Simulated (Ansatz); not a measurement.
Space group R-3m:H (No. 166). a = 4.582 Å, b = 4.582 Å, c = 10.609 Å, α = 90.00°, β = 90.00°, γ = 120.00°
```tsv
atom	site	symmetry	x	y	z
Ba	3a	-3m	0.0000	0.0000	0.0000
H	6c	3m	0.3333	0.6667	0.4075
H	6c	3m	0.3333	0.6667	0.1304
```

Equation of state of this BaH$_{4}$ structure (not necessarily the ground state), with shape and atoms relaxed at each volume where symmetry leaves them free. Computed with Ansatz, DFT PBE, scalar-relativistic, plane waves, PAW.

Plane waves to 420 eV, a k mesh through Γ of 6×6×6 on the computed 5-atom cell and Gaussian smearing (0.02 eV); no spin polarisation.

| V (Å³/atom) | E − E(largest V) (meV/atom) | P (GPa) | gap on mesh (eV) |
| --- | --- | --- | --- |
| 11.314 | 9.96 | 4.56 | 2.68 |
| 11.700 | 0.75 | 3.14 | 2.67 |
| 12.086 | -5.30 | 1.94 | 2.66 |
| 12.471 | -8.68 | 0.90 | 2.65 |
| 12.857 | -9.71 | -0.01 | 2.65 |
| 13.243 | -8.72 | -0.80 | 2.65 |
| 13.629 | -5.98 | -1.47 | 2.65 |
| 14.143 | 0.00 | -2.23 | 2.65 |

Q: Fit a third-order Birch–Murnaghan equation, E = E0 + (9V0B0/16)·[(x − 1)³B0' + (x − 1)²(6 − 4x)] with x = (V0/V)^(2/3), to E(V).

A: V0 = 12.85 Å³/atom, B0 = 28 GPa, B0' = 3.8.

Spin-orbit coupling is left out, which matters for the bands of heavy elements.

The cell was found from a structure generator's guess, not taken from experiment.
